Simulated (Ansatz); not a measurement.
SnC (wurtzite, P6_3mc), PBEsol in the plane-wave PAW code Ansatz. The conduction-band minimum lies at Γ, with 1 equivalent valley. Second derivatives d²E/dk² of the lowest band at one valley (eV·Å²), along Cartesian directions:

```csv
direction,d²E/dk²
[100],73.81
[010],73.81
[001],88.24
[110],73.81
[101],81.07
[011],81.07
```

### Question
Find the principal effective masses, the density-of-states mass and the conductivity mass.

### Answer
Off-diagonal terms follow from H_xy = H[110] − (H_xx + H_yy)/2, and m*/mₑ = 7.620 eV·Å² over each eigenvalue: 0.086, 0.10, 0.10. One valley's DOS mass (m₁m₂m₃)^(1/3) = 0.097, conductivity mass 3/(Σ 1/mᵢ) = 0.097 mₑ.

### Question
What effective density of states Nc follows at 300 K for parabolic valleys?

### Answer
Nc = 2.509e19 × 1 × (0.097)^(3/2) ≈ 7.6e17 cm⁻³.

The start of the workflow was typed in or built on a structure type; neither database checked (COD, Materials Project) lists it. Its standing as an ambient phase is unchecked. The cell was relaxed with PBEsol under the symmetry of its start; its stability against distortions is not shown here. Its formation energy is positive at this level, so the cell may be metastable or incomplete. Scalar-relativistic: spin–orbit coupling is off unless named, which matters more the heavier the elements.

Potentials: the earlier of the program's two PAW sets. The files were generated under PBE; for other functionals the program regenerates the frozen cores, and for LDA and PBEsol the local potential too.

Edges and masses are those of Kohn–Sham bands, whose gap is no quasiparticle gap.
